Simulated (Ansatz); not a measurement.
# Stress against strain in ZrB$_{2}$

```xyz
3
Lattice="3.1650 0.0000 0.0000 -1.5825 2.7410 0.0000 0.0000 0.0000 3.5200" Properties=species:S:1:pos:R:3 pbc="T T T"
Zr    0.0000    0.0000    0.0000
B     0.0000    1.8273    1.7600
B     1.5825    0.9137    1.7600
```

Atoms are numbered in the order listed.

The geometry is COD entry 1510856, unchecked; take it as a test cell.

Level of theory: DFT, LDA, all-electron LAPW, scalar-relativistic (Ansatz 0.2.0).

Numerical set-up: a Γ-centred 12×12×9 k mesh, Fermi–Dirac smearing of 0.05 eV, basis error target 1 meV/atom, no spin polarisation.

The strain is applied along the Cartesian axes of the cell as listed (the other components stay zero). Fractional coordinates are held (clamped ions).

σ is the change of stress from the unstrained cell, which is at -7.28 GPa; tension is positive, so slopes are stress–strain coefficients at that pressure. In a metal the k mesh adds noise.

Only quantities that a quadratic follows smoothly over the whole series are listed; rougher ones are left out.

| εxx = εyy | σzz (GPa) | σxx (GPa) |
| --- | --- | --- |
| -0.0300 | -7.84 | -20.75 |
| -0.0200 | -4.95 | -13.24 |
| -0.0100 | -2.34 | -6.34 |
| 0.0000 | 0.00 | 0.00 |
| 0.0200 | 4.06 | 11.08 |
| 0.0300 | 5.88 | 15.86 |

(1) Fit the series and read off the stiffness at zero strain.

(2) One run, at εxx = εyy = 0.0100, is withheld. Predict its row.

Answers

(1) Least-squares fits y = p0 + p1 x + p2 x² to the rows give σzz (GPa): p1 = 227, p2 = -1100; σxx (GPa): p1 = 609, p2 = -2700. So C13 + C23 = 227 GPa and C11 + C12 = 609 GPa, for these axes.

(2) The fits give 2.18, 5.83; the run gave 2.12, 5.80.
